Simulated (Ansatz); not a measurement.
All numbers below come from DFT PBE, scalar-relativistic, plane waves, PAW in Ansatz 0.2.0. Each cell gets a short relaxation within its symmetry: 420 eV, a coarse mesh through Γ, smearing of 0.2 eV, at most 16 steps to 0.08 eV/Å and 0.8 GPa. Magnetic atoms start with parallel moments. Energies are free energies per atom, good to about 0.1 eV/atom between metallic cells, end volumes are rough, and groups of ends are read at 0.1 Å.

Two unrelaxed guesses for Mg₂Ti₃O₃:

A.

Space group I4/mmm (No. 139). a = 5.489 Å, b = 5.489 Å, c = 7.278 Å, α = 90.00°, β = 90.00°, γ = 90.00°
```tsv
atom	site	symmetry	x	y	z
Mg	4e	4mm	0.0000	0.0000	0.7498
Ti	4d	-4m2	0.0000	0.5000	0.2500
Ti	2a	4/mmm	0.0000	0.0000	0.0000
O	2b	4/mmm	0.0000	0.0000	0.5000
O	4c	mmm.	0.0000	0.5000	0.0000
```

B.

Space group P4/mmm (No. 123). a = 3.991 Å, b = 3.991 Å, c = 7.756 Å, α = 90.00°, β = 90.00°, γ = 90.00°
| atom | site | symmetry | x | y | z |
| --- | --- | --- | --- | --- | --- |
| Mg | 1d | 4/mmm | 0.5000 | 0.5000 | 0.5000 |
| Mg | 1a | 4/mmm | 0.0000 | 0.0000 | 0.0000 |
| Ti | 2g | 4mm | 0.0000 | 0.0000 | 0.2254 |
| Ti | 1c | 4/mmm | 0.5000 | 0.5000 | 0.0000 |
| O | 2h | 4mm | 0.5000 | 0.5000 | 0.1694 |
| O | 1b | 4/mmm | 0.0000 | 0.0000 | 0.5000 |

Question: Does the order of the two change on relaxation?

Answer: As given, A is lower by 2.31 eV/atom. Relaxed, B is lower by 0.59 eV/atom, so the order turns round. A goes from I4/mmm at 13.7 Å³/atom to I4/mmm at 15.5 Å³/atom and gains 0.78 eV/atom. B goes from P4/mmm at 15.4 Å³/atom to P4/mmm at 12.4 Å³/atom and gains 3.67 eV/atom. The closest pair in A goes from Mg–O at 1.82 Å to Mg–O at 1.70 Å. The closest pair in B goes from Ti–O at 1.31 Å to Mg–O at 1.98 Å. At the end: counting O atoms around Mg and Ti (those within 1.25 times the shortest such distance or 1.15 times the sum of covalent radii; a plus sign parts nearer from farther groups; the shortest distance is added where it is long for a bond; a slash parts the counts of unlike sites), A has Mg 1, Ti 2/4 from 2.7 Å and B has Mg 2+4/8 from 3.6 Å, Ti 2 from 2.7 Å/5. The lowest end among all the guesses of this search lies 0.17 eV/atom under the better of the two.

The starting moments died out in these cells; another start or a finer mesh might hold them.
